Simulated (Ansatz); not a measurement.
# ZnS with Se replacing S: do the settings matter for the field gradients?

This input was run with Ansatz:

```yaml
crystal:
  lattice:
    - [7.6454, 0.0, 0.0]
    - [-3.8227, 6.621110622, 0.0]
    - [0.0, 0.0, 12.52]
  atoms:
    - { symbol: Zn, position: [0.0, 0.0, 0.0] }
    - { symbol: Zn, position: [0.0, 0.5, 0.0] }
    - { symbol: Zn, position: [0.5, 0.0, 0.0] }
    - { symbol: Zn, position: [0.5, 0.5, 0.0] }
    - { symbol: Zn, position: [0.0, 0.0, 0.5] }
    - { symbol: Zn, position: [0.0, 0.5, 0.5] }
    - { symbol: Zn, position: [0.5, 0.0, 0.5] }
    - { symbol: Zn, position: [0.5, 0.5, 0.5] }
    - { symbol: Zn, position: [0.1666666666, 0.3333333334, 0.25] }
    - { symbol: Zn, position: [0.1666666666, 0.8333333334, 0.25] }
    - { symbol: Zn, position: [0.6666666666, 0.3333333334, 0.25] }
    - { symbol: Zn, position: [0.6666666666, 0.8333333334, 0.25] }
    - { symbol: Zn, position: [0.3333333334, 0.1666666666, 0.75] }
    - { symbol: Zn, position: [0.3333333334, 0.6666666666, 0.75] }
    - { symbol: Zn, position: [0.8333333334, 0.1666666666, 0.75] }
    - { symbol: Zn, position: [0.8333333334, 0.6666666666, 0.75] }
    - { symbol: Se, position: [0.0, 0.0, 0.1875] }
    - { symbol: S, position: [0.0, 0.5, 0.1875] }
    - { symbol: S, position: [0.5, 0.0, 0.1875] }
    - { symbol: S, position: [0.5, 0.5, 0.1875] }
    - { symbol: S, position: [0.0, 0.0, 0.6875] }
    - { symbol: S, position: [0.0, 0.5, 0.6875] }
    - { symbol: S, position: [0.5, 0.0, 0.6875] }
    - { symbol: S, position: [0.5, 0.5, 0.6875] }
    - { symbol: S, position: [0.1666666666, 0.3333333334, 0.4375] }
    - { symbol: S, position: [0.1666666666, 0.8333333334, 0.4375] }
    - { symbol: S, position: [0.6666666666, 0.3333333334, 0.4375] }
    - { symbol: S, position: [0.6666666666, 0.8333333334, 0.4375] }
    - { symbol: S, position: [0.3333333334, 0.1666666666, 0.9375] }
    - { symbol: S, position: [0.3333333334, 0.6666666666, 0.9375] }
    - { symbol: S, position: [0.8333333334, 0.1666666666, 0.9375] }
    - { symbol: S, position: [0.8333333334, 0.6666666666, 0.9375] }
kpoints:
  mp_grid: { grid: [2, 2, 1] }
scf:
  occupations: { method: fermi_dirac, width: 0.01 }
  algorithm: density_mixing
hamiltonian:
  xc: pbe
  pseudopotentials: { kind: paw }
output:
  forces: true
  stress: true
  populations: true
  efg:
    quadrupole_moments_barn: { Zn: 0.122, S: -0.0694 }
    contact_densities: true
```

It converged. Of its output the block on the nuclei alone is shown, without the SCF iterations, energies, forces and stress (one atom of each set, the first 14 sets):

```
--- PAW observables at the nuclei: V_zz in 10²¹ V/m², potentials from the cell's mean, atoms counted from 1 ---
  atom   1  Zn V_zz =    -0.678231   η = 0.0000   by run symmetry: allowed   C_q = -2.0007 MHz
            electrostatic potential = -3941.634299 V   contact ρ = 166604.678651 e/Å³
  atom   2  Zn V_zz =    +0.250813   η = 0.0299   by run symmetry: allowed   C_q = +0.7399 MHz
            electrostatic potential = -3941.689401 V   contact ρ = 166603.074130 e/Å³
  atom   5  Zn V_zz =    +0.249203   η = 0.0000   by run symmetry: allowed   C_q = +0.7351 MHz
            electrostatic potential = -3941.688542 V   contact ρ = 166603.105935 e/Å³
  atom   6  Zn V_zz =    +0.245406   η = 0.0373   by run symmetry: allowed   C_q = +0.7239 MHz
            electrostatic potential = -3941.696370 V   contact ρ = 166603.054061 e/Å³
  atom   9  Zn V_zz =    -0.991421   η = 0.2037   by run symmetry: allowed   C_q = -2.9246 MHz
            electrostatic potential = -3941.626849 V   contact ρ = 166604.898346 e/Å³
  atom  11  Zn V_zz =    +0.124920   η = 0.0000   by run symmetry: allowed   C_q = +0.3685 MHz
            electrostatic potential = -3941.678628 V   contact ρ = 166603.303257 e/Å³
  atom  13  Zn V_zz =    +0.123909   η = 0.0103   by run symmetry: allowed   C_q = +0.3655 MHz
            electrostatic potential = -3941.688540 V   contact ρ = 166603.300049 e/Å³
  atom  14  Zn V_zz =    +0.136425   η = 0.0000   by run symmetry: allowed   C_q = +0.4024 MHz
            electrostatic potential = -3941.687447 V   contact ρ = 166603.284437 e/Å³
  atom  17  Se V_zz =    +0.824641   η = 0.0000   by run symmetry: allowed
            electrostatic potential = -4709.147072 V   contact ρ = 262867.412445 e/Å³
  atom  18  S  V_zz =    -0.449967   η = 0.8369   by run symmetry: allowed   C_q = +0.7551 MHz
            electrostatic potential = -1633.181811 V   contact ρ = 19764.633283 e/Å³
  atom  21  S  V_zz =    +0.277977   η = 0.0000   by run symmetry: allowed   C_q = -0.4665 MHz
            electrostatic potential = -1633.169275 V   contact ρ = 19764.648465 e/Å³
  atom  22  S  V_zz =    +0.244863   η = 0.0568   by run symmetry: allowed   C_q = -0.4109 MHz
            electrostatic potential = -1633.174094 V   contact ρ = 19764.643826 e/Å³
  atom  25  S  V_zz =    +0.381173   η = 0.0174   by run symmetry: allowed   C_q = -0.6396 MHz
            electrostatic potential = -1633.184693 V   contact ρ = 19764.685066 e/Å³
  atom  27  S  V_zz =    +0.458114   η = 0.0000   by run symmetry: allowed   C_q = -0.7688 MHz
            electrostatic potential = -1633.178891 V   contact ρ = 19764.677944 e/Å³
```

(1) Can these gradients be trusted, and how do they compare with a run on standard settings?

Answers

(1) Not as converged values. Against the standard input the change is `kpoints.mp_grid.grid`: [3, 3, 2] → [2, 2, 1]; `scf.algorithm`: not typed → density_mixing. A site carries the number of its first atom; V_zz in 10²¹ V/m².

```csv
site,atom,V_zz standard,η standard,V_zz here,η here
Zn1,1,-0.72,0.00,-0.68,0.00
Zn9,9,-0.91,0.06,-0.99,0.20
Zn11,11,0.011,0.00,0.12,0.00
Zn13,13,0.021,0.16,0.12,0.01
Se,17,0.44,0.00,0.82,0.00
S18,18,-0.32,0.60,-0.45,0.84
S21,21,0.16,0.00,0.28,0.00
S22,22,0.13,0.04,0.24,0.06
S25,25,0.17,0.06,0.38,0.02
S27,27,0.23,0.00,0.46,0.00
S29,29,0.20,0.53,0.42,0.22
S30,30,0.20,0.00,0.44,0.00
```

The largest change of V_zz is on Se, from 0.44 to 0.82. In per cent, |V_zz| changes by -5 to +9 on Zn (all sites that start above 0.5). Where |V_zz| stays above 0.1, η moves most on S29, from 0.53 to 0.22. The table leaves out 4 of the 16 sites, with |V_zz| up to 0.26; their tensors move by 0.11 at most along any direction. The statements above cover all sites. SCF iterations: 8 and 8. In the changed run the k-mesh is coarser than the standard one, so its values aren't converged ones.

On the reference run: The defect repeats with the cell of 32 atoms, so it feels its images: sites between two images don't show the values beside a lone defect, and zeros or small values of η there can come from the images' arrangement. S and Zn carry a gradient in the pure host already, so the values there aren't the defect's effect alone. The neighbours have not yet relaxed around the defect (largest force 0.77 eV/Å), so a real crystal will differ.
